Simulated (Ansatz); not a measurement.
BeTe:
```yaml
crystal:
  lattice:
    - [0.00000, 2.82859, 2.82859]
    - [2.82859, 0.00000, 2.82859]
    - [2.82859, 2.82859, 0.00000]
  atoms:
    - { symbol: Be, position: [0.75000, 0.75000, 0.75000] }
    - { symbol: Te, position: [0.50000, 0.50000, 0.50000] }
```

x, y and z are the axes in which the lattice vectors are written.

Q: Give the high-frequency dielectric tensor and the Born effective charge tensors of the independent atoms from DFPT, plane-wave PAW r²SCAN (Ansatz code).

A: 
ε∞:
```
6.88  0.00  0.00
0.00  6.88  0.00
0.00  0.00  6.88
```
Z* of atom 1 (Be), rows: field, columns: displacement, in e:
```
1.44  0.00  0.00
0.00  1.44  0.00
0.00  0.00  1.44
```
Z* of atom 2 (Te), rows: field, columns: displacement, in e:
```
-1.44   0.00   0.00
 0.00  -1.44   0.00
 0.00   0.00  -1.44
```

Static charges for comparison (Bader): Be1 +1.55, Te2 -1.55 e. Born charges measure polarisation by displacement and can exceed these by far.

Space group F-43m (zinc blende). The cell was relaxed with r²SCAN under the symmetry of its start. The volume moved by 29 % from the start of the relaxation. Spin–orbit coupling is left out wherever it is not named.

Potentials: the later of the program's two PAW sets.
